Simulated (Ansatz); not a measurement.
The start is a generated trial cell of NbP in the AFLOW prototype AB_tP2_123_a_d (L1_0, as in CuAu). A full variable-cell relaxation at zero pressure is run with PBE (plane waves to 420 eV, PAW, scalar-relativistic; Ansatz, an electronic-structure program). First-step values are on the input's coarse k-mesh.

Ansatz input (later rounds restart from its end on a renewed k-mesh):
Ansatz 0.2 input:
```yaml
crystal:
  lattice:
    - [2.8624683, 0, 0]
    - [0, 2.8624683, 0]
    - [0, 0, 3.7518781]
  atoms:
    - { symbol: P, position: [0.5, 0.5, 0.5] }
    - { symbol: Nb, position: [0, 0, 0] }
basis: { ecutwfc: 420, ecutrho_ratio: 4, xc_grid: 2, fft_grid_basis: typed }
kpoints: { mp_grid: { grid: [8, 8, 6] } }
hamiltonian:
  xc: pbe
  dispersion: none
  pseudopotentials: { kind: paw }
scf: { occupations: { method: fermi_dirac, width: 0.05 } }
relax: { f_tol: 0.01, max_steps: 100, cell: { stress_tol: 0.02 } }
output: { forces: true, stress: true }
```

```yaml
initial_pressure: "-2 GPa (negative: the cell is under tension)"
outcome: The space group goes from P4/mmm (No. 123) to Pm-3m (No. 221); the end is CsCl type, with 2 atoms in the primitive cell
energy_released: 0.49 eV/atom
volume_change: -2.2 %, from 15.37 to 15.04 Å³/atom
band_gap_at_the_end: no gap (metallic)
optimiser_moves: 9
```

The end point of the relaxation:

```cif
data_NbP
_chemical_formula_sum 'P1 Nb1'
_space_group_name_H-M_alt 'Pm-3m'
_space_group_IT_number 221
_space_group_name_Hall '-P 4 2 3'
_cell_length_a 3.10990
_cell_length_b 3.10990
_cell_length_c 3.10990
_cell_angle_alpha 90.000
_cell_angle_beta 90.000
_cell_angle_gamma 90.000
loop_
_atom_site_label
_atom_site_type_symbol
_atom_site_symmetry_multiplicity
_atom_site_Wyckoff_symbol
_atom_site_fract_x
_atom_site_fract_y
_atom_site_fract_z
_atom_site_occupancy
P1 P 1 b 0.50000 0.50000 0.50000 1
Nb1 Nb 1 a 0.00000 0.00000 0.00000 1
```

Final values are on a 15×15×15 k-mesh of the relaxed cell. No spin polarisation in the result.

The run could not lose the symmetry of its start, so the end can be a saddle point.

All atoms sit on sites fixed by symmetry, so only the cell could relax.

The relaxed structure here is a generated cell of NbP: the first start was made by placing the elements on the sites of a structure type, and the end was not matched to a known phase here, so it may be hypothetical.
